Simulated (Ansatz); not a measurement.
**Calculated with Ansatz: ScBPt3, single run**

input.yaml:

```yaml
crystal:
  lattice:
    - [3.846656, 0.0, 0.0]
    - [0.0, 3.846656, 0.0]
    - [0.0, 0.0, 4.873072]
  atoms:
    - { symbol: Pt, position: [0.0, 0.5, 0.5] }
    - { symbol: Pt, position: [0.5, 0.0, 0.5] }
    - { symbol: B, position: [0.5, 0.5, 0.665] }
    - { symbol: Sc, position: [0.0, 0.0, 0.0] }
    - { symbol: Pt, position: [0.5, 0.5, 0.1076] }
  symmetry: { tolerance: 0.0003 }
kpoints:
  mp_grid: { grid: [5, 5, 4], shift: [0, 0, 0] }
magnetization:
  spin_polarized: false
scf:
  occupations: { method: fermi_dirac, width: 0.3 }
  n_extra_bands: 0
  max_iter: 50
hamiltonian:
  pseudopotentials: { kind: paw }
  xc: r2scan
basis:
  ecutwfc: 500
output:
  forces: true
  stress: true
  eigenvalues: true
```

Launch command:

```bash
ansatz run input.yaml --threads 1 --pin off --max-ram 2560MiB --backend cpu --events-out ev --progress --plain --runs-dir out
```

Origin of the cell: a known structure type with other elements, at an estimated volume, so it need not be a known compound.

Output:

```
Error: inconsistent input (scf.n_extra_bands, scf.occupations.method): n_bands = 34 leaves no empty band above the 34 bands per channel that the deck's 68 electrons occupy, and the occupations search for the Fermi level (a smearing at a finite width, or tetrahedra): a level found among occupied bands alone can fill a metal as an insulator; raise scf.n_extra_bands until at least […]
```

Q: Why did it fail?

A: It holds too few bands: `scf.n_extra_bands` typed as 0; `scf.occupations` typed as { method: fermi_dirac, width: 0.3 }. The input was rejected before any iteration.
